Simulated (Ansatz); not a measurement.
TaAs:
```
TaAs
1.0
   -1.71432     1.71432     5.79131
    1.71432    -1.71432     5.79131
    1.71432     1.71432    -5.79131
Ta As
2 2
Direct
  0.99899   0.99899   0.00000
  0.74899   0.24899   0.50000
  0.41701   0.41701   0.00000
  0.16701   0.66701   0.50000
```

Relaxed with PBEsol. DFT-PBEsol in the program Ansatz with PAW potentials gives no gap.

Q: What gap does HSE06 give on the same cell (Ansatz, PAW)?

A: It stays without a gap at the points solved. The hybrid was solved on a coarser mesh and at special points; the gap given is the minimum over both. On such a mesh it can open a false gap in a semimetal.

| k | v1 PBEsol | c1 PBEsol | v1 HSE06 | c1 HSE06 |
|---|---|---|---|---|
| Γ | -1.72 | 0.84 | ? | ? |
| M | -1.00 | 1.17 | ? | ? |
| X | -1.21 | 2.80 | -1.54 | 3.50 |
| P | -1.21 | 2.81 | -1.54 | 3.51 |
| N | -0.29 | 0.05 | ? | ? |
| S0 | -0.19 | 0.07 | ? | ? |
| R | -1.24 | 2.64 | -1.55 | 3.31 |

Q: Top valence (v1) and lowest conduction level (c1) in eV from each method's valence maximum (which need not be a listed point): supply the withheld HSE06 values.

A: 
- N, v1 HSE06: -0.28
- N, c1 HSE06: 0.28
- S0, v1 HSE06: 0.00
- S0, c1 HSE06: 0.16
- Γ, v1 HSE06: -1.99
- Γ, c1 HSE06: 1.23
- M, v1 HSE06: -1.24
- M, c1 HSE06: 1.61

Cost on shared cores: the PBEsol run (SCF on a 17×17×17 mesh, then bands and DOS) about 5 core-minutes (a rough figure), the HSE06 run (SCF on 8×8×8, then a few points) roughly 20 core-minutes; the tasks are unlike.

Space group I4_1md. The PBEsol relaxation kept the symmetry of its start. No spin polarisation was allowed. A small band overlap can be real or an error of a semilocal functional. Scalar-relativistic: spin–orbit coupling is off unless named, which matters more the heavier the elements.

Potentials: the later of the program's two PAW sets.
